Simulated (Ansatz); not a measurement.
FePt (CuAu type, space group P4/mmm)

```xyz
2
Lattice="2.7301 0.0000 0.0000 0.0000 2.7301 0.0000 0.0000 0.0000 3.7639" Properties=species:S:1:pos:R:3 pbc="T T T"
Fe     1.3650     1.3650     1.8819
Pt     0.0000     0.0000     0.0000
```

The volume is varied about the relaxed value V₀ at fixed cell shape. Symmetry pins the atoms to their sites.

Calculation: PBE (plane waves to 420 eV, PAW, scalar-relativistic; Ansatz, an electronic-structure program). k mesh 17×17×12 (Γ-centred), Fermi-Dirac smearing 0.05 eV. Stress and pressure are positive under compression. FePt was relaxed with its symmetry unable to fall. Relaxed FePt ends ferromagnetic. Spin-orbit coupling is left out, though Pt is heavy. The magnetic order is the one the run started from; other orders were not tried.

At one point of the scan the stress tensor (GPa) is:

```
   20.9      0.0      0.0
    0.0     20.9      0.0
    0.0      0.0     20.6
```

**Question.** Which point is it?
A) V/V₀ = 0.947
B) V/V₀ = 0.920
C) V/V₀ = 0.973
D) V/V₀ = 0.867

**Answer.** B, V/V₀ = 0.920

(A scan under strain: stresses follow from slopes of the energy per volume, elastic moduli from its curvatures.)
